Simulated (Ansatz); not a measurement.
SrTiO₃:
```xyz
5
Lattice="3.8947 0.0000 0.0000 0.0000 3.8947 0.0000 0.0000 0.0000 3.8947" Properties=species:S:1:pos:R:3 pbc="T T T"
Sr     0.0000     0.0000     0.0000
Ti     1.9473     1.9473     1.9473
O      1.9473     0.0000     1.9473
O      0.0000     1.9473     1.9473
O      1.9473     1.9473     0.0000
```

Relaxed with HSE06.

Problem. Give the Bader charges and basin volumes of the independent atoms, the program Ansatz at the HSE06 level (PAW).

Solution. 

| atom | Bader charge (e) | Bader volume (Å³) |
|---|---|---|
| Sr1 | +1.64 | 15.3 |
| Ti2 | +2.42 | 6.5 |
| O3 | -1.35 | 12.4 |

Space group Pm-3m (cubic perovskite). The cell was relaxed with HSE06 under the symmetry of its start. The run is not spin-polarised.

Potentials: the earlier of the program's two PAW sets. The files were generated under PBE; for other functionals the program regenerates the frozen cores, and for LDA and PBEsol the local potential too.
